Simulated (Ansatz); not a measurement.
Where the states of HgH₂ lie

```cif
data_structure
_symmetry_space_group_name_H-M 'P 1'
_symmetry_Int_Tables_number 1
_cell_length_a 3.2694
_cell_length_b 3.2694
_cell_length_c 5.2973
_cell_angle_alpha 90.000
_cell_angle_beta 90.000
_cell_angle_gamma 120.000
_cell_volume 49.04
loop_
_atom_site_label
_atom_site_type_symbol
_atom_site_fract_x
_atom_site_fract_y
_atom_site_fract_z
_atom_site_occupancy
Hg1 Hg 0.00000 0.00000 0.00000 1
H1 H 0.33333 0.66667 0.17740 1
H2 H 0.66667 0.33333 0.82260 1
```

The runs use the primitive cell with vectors (3.269, 0.000, 0.000), (-1.635, 2.831, 0.000), (0.000, 0.000, 5.297) Å, to which the k mesh refers.

The structure comes from a relaxation in the same program, started in the CdI2 type, and has space group P-3m1. Whether it is a known phase or the ground state wasn't checked.

Spin–orbit coupling is left out, though it moves levels of the heavy atoms by tenths of an eV or more.

Theory: DFT, PBE, all-electron LAPW, scalar-relativistic in Ansatz 0.2.0.

Sampling and basis: a Γ-centred 15×15×8 k mesh, Fermi–Dirac smearing of 0.05 eV, basis error target 1 meV/atom, no spin polarisation.

Task: Where is the centre of the filled Hg 5d states between -14 eV and the top of the filled states?

Result: -6.39 eV from the Fermi level.

Task: Tabulate the density of states.

Result: States per eV and cell, averaged over 0.4 eV, from -9.4 to 5.2 eV, with energies (bin centres) from the Fermi level; empty bins are left out. The partial columns, the largest 3 alone, are projections on Löwdin-orthogonalised atomic shells (those that the program's projection atoms carry: the occupied ones and, for some elements, an empty d or f shell; other empty shells have no column), summed over atoms of an element. Weights on diffuse s and p shells depend on that basis and aren't pure angular character.
| E (eV) | total | Hg 5d | H 1s | Hg 6s |
| --- | --- | --- | --- | --- |
| -9.3 | 0.08 | 0.01 | 0.03 | 0.03 |
| -8.9 | 0.35 | 0.07 | 0.12 | 0.15 |
| -8.5 | 0.43 | 0.11 | 0.15 | 0.16 |
| -8.1 | 2.65 | 1.77 | 0.57 | 0.30 |
| -7.7 | 1.47 | 1.12 | 0.28 | 0.06 |
| -7.3 | 1.80 | 1.38 | 0.32 | 0.09 |
| -6.9 | 3.54 | 3.15 | 0.30 | 0.08 |
| -6.5 | 5.60 | 5.38 | 0.18 | 0.02 |
| -6.1 | 9.77 | 9.32 | 0.21 | 0.24 |
| -5.7 | 1.31 | 0.99 | 0.16 | 0.14 |
| -5.3 | 0.51 | 0.22 | 0.17 | 0.12 |
| -4.9 | 0.43 | 0.14 | 0.19 | 0.10 |
| -4.5 | 0.48 | 0.11 | 0.26 | 0.09 |
| -4.1 | 0.48 | 0.09 | 0.30 | 0.07 |
| -3.7 | 0.35 | 0.08 | 0.21 | 0.06 |
| -3.3 | 0.30 | 0.06 | 0.19 | 0.04 |
| -2.9 | 0.35 | 0.05 | 0.26 | 0.03 |
| -2.5 | 0.39 | 0.05 | 0.30 | 0.03 |
| -2.1 | 0.33 | 0.04 | 0.26 | 0.01 |
| -1.7 | 0.77 | 0.11 | 0.37 | 0.26 |
| -1.3 | 0.92 | 0.13 | 0.50 | 0.26 |
| -0.9 | 1.27 | 0.17 | 0.77 | 0.26 |
| -0.5 | 1.11 | 0.16 | 0.74 | 0.16 |
| -0.1 | 0.43 | 0.06 | 0.28 | 0.06 |
| 0.3 | 0.18 | 0.01 | 0.08 | 0.08 |
| 0.7 | 0.19 | 0.01 | 0.08 | 0.09 |
| 1.1 | 0.24 | 0.01 | 0.11 | 0.10 |
| 1.5 | 0.36 | 0.02 | 0.17 | 0.14 |
| 1.9 | 0.60 | 0.03 | 0.26 | 0.21 |
| 2.3 | 0.91 | 0.04 | 0.39 | 0.30 |
| 2.7 | 0.50 | 0.02 | 0.21 | 0.18 |
| 3.1 | 0.24 | 0.00 | 0.08 | 0.10 |
| 3.5 | 0.28 | 0.00 | 0.08 | 0.09 |
| 3.9 | 0.49 | 0.00 | 0.09 | 0.08 |
| 4.3 | 0.99 | 0.01 | 0.12 | 0.09 |
| 4.7 | 1.37 | 0.01 | 0.20 | 0.11 |
| 5.1 | 1.14 | 0.01 | 0.13 | 0.07 |
